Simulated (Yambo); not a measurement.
LiTaO3 (space group R3c, No. 161), G0W0@PBEsol in Yambo with this input:

```
rim_cut
gw0
dyson
el_el_corr
HF_and_locXC
ppa
em1d
RandQpts= 1000000
RandGvec= 1 Ry
EXXRLvcs= 84 Ry
VXCRLvcs= 336 Ry
Chimod= "HARTREE"
% BndsRnXp
 5 | 166 |
%
NGsBlkXp= 7 Ry
% LongDrXp
 1.0 | 1.0 | 1.0 |
%
PPAPntXp= 27.2114 eV
% GbndRnge
 1 | 166 |
%
GTermKind= "BG"
DysSolver= "n"
ExtendOut
```

On a 4×4×4 mesh, with wavefunctions cut at 84 Ry, the gap (Γ → Γ) is 5.713 eV and the valence edge shifts by -0.578 eV.

What happens with this change: 3 Ry block?

The gap rises by 0.154 eV, to 5.867 eV; the shift of the valence edge becomes -0.593 eV. Neither run is shown to be the converged limit.

Spin-orbit coupling is not included.

Geometry of the Materials Project entry, not relaxed at this level; primitive cell a = b = c = 5.4768 Å, α = β = γ = 55.90°.

A shift is the quasiparticle energy of the state minus its PBEsol energy.
